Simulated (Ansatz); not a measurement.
All numbers below come from DFT PBE, scalar-relativistic, plane waves, PAW in Ansatz 0.2.0. Settings of the last relaxation (8-atom cell): 420 eV, 8×8×8 k points, Gaussian smearing of 0.10 eV, no spin polarisation.

The zero of energy is the elements' standard structures at the same level; no fitted shifts are applied.

Problem. Give a relaxed trial structure of a cubic metal made of Al and Ru, with a formation energy near −0.42 eV/atom and about 15 Å³ per atom, in a cell of 8 atoms. Its symmetry should be Pm-3n (No. 223).

Solution. Al3Ru, space group Pm-3n (No. 223). Around Al lie 2 Al at 2.45 Å, 4 Ru at 2.74 Å and 8 Al at 3.00 Å; Ru is surrounded by 12 Al at 2.74 Å.

```cif
data_structure
_symmetry_space_group_name_H-M 'Pm-3n'
_symmetry_Int_Tables_number 223
_cell_length_a 4.9041
_cell_length_b 4.9041
_cell_length_c 4.9041
_cell_angle_alpha 90.000
_cell_angle_beta 90.000
_cell_angle_gamma 90.000
_cell_volume 117.95
loop_
_atom_site_label
_atom_site_type_symbol
_atom_site_symmetry_multiplicity
_atom_site_Wyckoff_symbol
_atom_site_fract_x
_atom_site_fract_y
_atom_site_fract_z
_atom_site_occupancy
Al1 Al 6 c 0.50000 0.25000 0.00000 1
Ru1 Ru 2 a 0.50000 0.50000 0.50000 1
```

| Item | Value |
| --- | --- |
| Volume per atom | 14.74 Å³ |
| Density | 5.13 g/cm³ |
| Energy over the elements | −0.42 eV/atom |
| Gap on the 8×8×8 mesh of the 8-atom cell | 0 eV (a metal) |

The structure comes from a generated guess, relaxed at this level; another structure or a mixture of phases may lie lower. Other answers may fit too; this one was computed.

A structure relaxed within its symmetry needn't be a true minimum.
